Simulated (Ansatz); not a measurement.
# What DFT gives for WF

```xyz
2
Lattice="1.5206 2.6338 0.0000 -1.5206 2.6338 0.0000 0.0000 0.0000 2.9702" Properties=species:S:1:pos:R:3 pbc="T T T"
F     0.0000    0.0000    0.0000
W     0.0000    3.5117    1.4851
```

Single point in Ansatz 0.2.0 with PBEsol, spin-orbit coupling. Cutoff 420 eV, PAW datasets, 11×11×10 Γ-centred k mesh, gaussian filling (width 0.0994 eV).

The state carries no moments; the state need not be the lowest.

(1) What does the stress say?

(2) Is there a gap?

(3) How is the charge shared?

(4) Is it stable against the elements?

Origin: a known structure type with other elements, at an estimated volume, so it need not be a known compound. Caveats: the SCF threshold is loose for a stress; atoms or cell far from equilibrium.

## Answers

(1) The pressure is 19.8 GPa (compression positive), so with the atoms held at these fractions the cell would first expand. The principal stresses 13.9, 13.9, 31.4 GPa differ, so its shape would change too.

(2) It is a metal, with about 1.6 states/eV a cell as the mean within 0.25 eV of the Fermi level, mostly W d (82 %).

(3) Bader charges in e: W +0.84, F -0.84. In the mean W gives up most and F takes most.

(4) 0.93 eV an atom against the elements' usual phases (free molecules for gases, crystals otherwise, with no correction for O₂ or N₂), so at this geometry it isn't bound against them. Relaxing would lower it.
